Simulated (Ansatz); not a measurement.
# Ag: levels along high-symmetry lines

```
CELL_PARAMETERS angstrom
0.00000 2.04310 2.04310
2.04310 0.00000 2.04310
2.04310 2.04310 0.00000
ATOMIC_POSITIONS crystal
Ag 0.00000 0.00000 0.00000
```

The conventional cell has a = 4.086 Å, b = 4.086 Å, c = 4.086 Å, α = 90.00°, β = 90.00°, γ = 90.00°. Ag (atom 1) has 12 Ag at 2.89 Å as nearest neighbours.

The cell comes from COD entry 9008459, which wasn't checked; take it as a given geometry.

All numbers below come from DFT, LDA, all-electron LAPW, scalar-relativistic in Ansatz 0.2.0.

Numerical set-up: a Γ-centred 15×15×15 k mesh, Fermi–Dirac smearing of 0.05 eV, basis error target 1 meV/atom, no spin polarisation.

Points in fractions of the reciprocal vectors of this cell: Γ (0, 0, 0), X (0.5, 0, 0.5), U (0.625, 0.25, 0.625), K (0.375, 0.375, 0.75), L (0.5, 0.5, 0.5), W (0.5, 0.25, 0.75). The path joins them by straight lines in the order Γ–X–U–K–Γ–L–W–X; legs that retrace an earlier one aren't tabulated. Energies are in eV from the Fermi level.

Question: List the levels at Γ between -20 and 8 eV.

Answer: -7.99, -4.88 (×3), -3.82 (×2).

Question: List the levels at L between -20 and 8 eV.

Answer: -6.52, -4.90 (×2), -3.01 (×2), -0.57, 3.42.

Question: List the levels at X between -20 and 8 eV.

Answer: -6.54, -6.39, -3.04, -2.80 (×2), 1.40, 6.55.

Question: What is the band gap?

Answer: none: with an odd electron count and no spin polarisation the bands can't all be full, a metal in this set-up (spin order or a larger cell could open a gap).
